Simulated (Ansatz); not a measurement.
A crystal relaxed with r2SCAN in Ansatz has space group P-43m (No. 215) and a = 5.787 Å.

```tsv
atom	site	x	y	z
Xx	3d	0.5000	0.0000	0.0000
Ga	4e	0.2418	0.7582	0.7582
Sb	1b	0.5000	0.5000	0.5000
```

With r2SCAN the gap is 0.43 eV and direct, at Γ. HSE06 gives a direct gap of 0.78 eV at Γ. With PBE the gap is 0.03 eV and direct, at Γ. (This is within a few times the smearing of 0.02 eV, so the filling near the edges can be smeared.) Meshes: r2SCAN 4×4×4, HSE06 4×4×4, PBE 4×4×4.

Q: Which element is Xx?
A. P
B. N
C. As
D. Bi

A: C. Xx is As: Ga₄SbAs₃ as one 8-atom ordering (P-43m) on the zincblende lattice. As is surrounded by 4 Ga at 2.48 Å; Ga is surrounded by 3 As at 2.48 Å and 1 Sb at 2.59 Å; Sb is surrounded by 4 Ga at 2.59 Å.

(Calculated; spin-unpolarised; the phase may be known or hypothetical.)

No spin-orbit coupling is included; it can move band edges with weight on the heavy atoms by tenths of an eV.

Gaps or overlaps of about a tenth of an eV are at the limit of these meshes: between the points read a gap can be smaller or closed.

The meshes of the hybrids are coarse, so their gaps aren't converged to the digits shown.
